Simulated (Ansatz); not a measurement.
Here is the system:

Te:
```
CELL_PARAMETERS angstrom
      4.62501     0.00000     0.00000
     -2.31251     4.00538     0.00000
      0.00000     0.00000     5.90278
ATOMIC_POSITIONS crystal
  Te 0.25327 0.00000 0.33333
  Te 0.00000 0.25327 0.66667
  Te 0.74673 0.74673 0.00000
```

This is the r²SCAN-relaxed structure. Tensor components refer to the Cartesian frame of this cell.

Problem. All from plane-wave PAW r²SCAN (Ansatz code), unless another level is named. Estimate the Hill bulk and shear moduli.

Solution. 15.9 and 10.9 GPa.

Problem. Give the piezoelectric stress constants (proper, relaxed ions, C/m²).

Solution. e11 = -0.81, e12 = e26 = 0.81, e14 = -0.17, e25 = 0.17.

Space group P3_121 (trigonal Se type). The r²SCAN relaxation kept the symmetry of its start. A crystal of weakly bound chains computed without a dispersion correction: the cell and the soft elastic constants depend strongly on that. Scalar-relativistic: spin–orbit coupling is off unless named, which matters more the heavier the elements.

Potentials: the later of the program's two PAW sets.
